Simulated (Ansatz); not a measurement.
YN (rock salt)

```
CELL_PARAMETERS angstrom
      0.00000     2.42808     2.42808
      2.42808     0.00000     2.42808
      2.42808     2.42808     0.00000
ATOMIC_POSITIONS crystal
  N  0.00000 0.00000 0.00000
  Y  0.50000 0.50000 0.50000
```

The slice is a {111} plane (indices of the conventional cell) through the point (0.000, 0.000, 0.000) (fractional), spanned by u = [100] and v = [-1 2 0] in vectors of this cell: u (3.43 Å) and v (5.95 Å, at 90° to u). It covers one period; positions are fractions (u, v).

Calculation: PBEsol (plane waves to 420 eV, PAW, scalar-relativistic; Ansatz, an electronic-structure program). k mesh 12×12×12. Near the nuclei the fields are pseudised (PAW); where an atom keeps semicore shells as valence, they peak there. YN is run without spin polarisation. YN was relaxed with its symmetry unable to fall.

Question: Sketch the electron localisation function (ELF) on this plane as a map.

Answer: 
```tsv
v \ u	0.00	0.17	0.33	0.50	0.67	0.83
0.88	0.82	0.75	0.20	0.05	0.20	0.75
0.75	0.11	0.10	0.10	0.11	0.10	0.10
0.62	0.05	0.20	0.75	0.82	0.75	0.20
0.50	0.09	0.55	0.80	x	0.80	0.55
0.38	0.05	0.20	0.75	0.82	0.75	0.20
0.25	0.11	0.10	0.10	0.11	0.10	0.10
0.12	0.82	0.75	0.20	0.05	0.20	0.75
0.00	x	0.80	0.55	0.09	0.55	0.80
```

Values: electron localisation function (ELF). Points within 0.5 Å of a nucleus are blanked (x), as the pseudised field means little there.
